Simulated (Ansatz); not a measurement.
Sn: computed property card

Sn:
```
Sn
1.0
    3.27321     0.00000     0.00000
   -1.63660     2.83468     0.00000
    0.00000     0.00000     3.05574
Sn
1
Direct
  0.00000   0.00000   0.00000
```

Space group P6/mmm (No. 191), simple hexagonal; conventional cell a = 3.2732 Å, b = 3.2732 Å, c = 3.0557 Å, α = 90.00°, β = 90.00°, γ = 120.00°.

Method: the program Ansatz at the PBE level (PAW). Structure relaxed to zero pressure with the same functional. Other levels are named where they apply.

### Cell and energy

```
Item                 Result
---------------  ----------
Volume per atom    28.35 Å³
Density          6.95 g/cm³
```

### Electronic structure

```
Quantity                                                                    Result
------------------------------------  --------------------------------------------
Electronic character                                             metallic (no gap)
Density of states at the Fermi level  0.51 states/eV per atom (mean over ±0.08 eV)
Gap with spin–orbit coupling                                       none (metallic)
```

### Mechanics

```
Property                              Result
----------------------------------  --------
Bulk modulus (Birch–Murnaghan fit)  47.8 GPa
Pressure derivative B′                   4.8
```

The start of the workflow was typed in or built on a structure type; neither database checked (COD, Materials Project) lists it. It is not the phase usual at ambient conditions (space group No. 141). The PBE relaxation kept the symmetry of its start; whether a distortion lowers the energy is not shown. Axis ratios of metals converge slowly with the k-mesh, so a and c are less sure than the volume. Scalar-relativistic: spin–orbit coupling is off unless named, which matters more the heavier the elements.

Potentials: the earlier of the program's two PAW sets.
